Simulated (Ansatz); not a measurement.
The relaxed structure here is a generated cell of InP: the first start was made by placing the elements on the sites of a structure type, and the end was not matched to a known phase here, so it may be hypothetical. Known forms of InP include space group No. 216.

The end point of a relaxation of InP. Space group Fdd2 (No. 43). Level of theory: r2SCAN (plane waves to 500 eV, PAW, scalar-relativistic; Ansatz, an electronic-structure program).

Space group Fdd2 (No. 43); a = 3.9291 Å, b = 7.6326 Å, c = 12.5676 Å, α = β = γ = 90.00°

| atom | site | symmetry | x | y | z |
|---|---|---|---|---|---|
| In | 8a | ..2 | 0.0000 | 0.0000 | 0.4291 |
| P | 8a | ..2 | 0.0000 | 0.0000 | 0.0624 |
(The calculation used a cell of 4 atoms; values per cell refer to that cell.)

| Quantity | Result |
|---|---|
| Volume per atom | 23.56 Å³ |
| Density | 5.14 g/cm³ |
| Band gap | 0.64 eV, direct (no spin-orbit coupling) |
| Shortest distances | In–P 2.58 Å |
| k-mesh | 10×10×10 |

Band energies at high-symmetry points (eV from the VBM; labels of this space group; no spin-orbit coupling), from −5 eV up to 3.9 eV:

| point | energies |
|---|---|
| Γ | -2.09 -0.56 -0.12 -0.06 0.00 0.64 2.29 |
| Y | -4.99 -4.99 -3.29 -3.29 -0.98 -0.98 2.38 2.38 |
| T | -1.16 -1.16 -1.12 -1.12 1.56 1.56 |
| Z | -3.65 -3.65 -1.41 -1.41 -0.20 -0.20 2.66 2.66 |
| Σ0 | -4.86 -3.62 -3.01 -2.26 -0.41 1.97 3.45 3.59 |
| U0 | -4.86 -3.62 -3.01 -2.26 -0.41 1.97 3.45 3.59 |
| C0 | -2.80 -2.80 -1.69 -1.69 1.72 1.72 |
| A0 | -2.80 -2.80 -1.69 -1.69 1.72 1.72 |

No spin polarisation in the result.

It was reached from a disturbed copy of a P4₂/mmc (No. 131) cell, against which it lies -0.39 eV/atom.
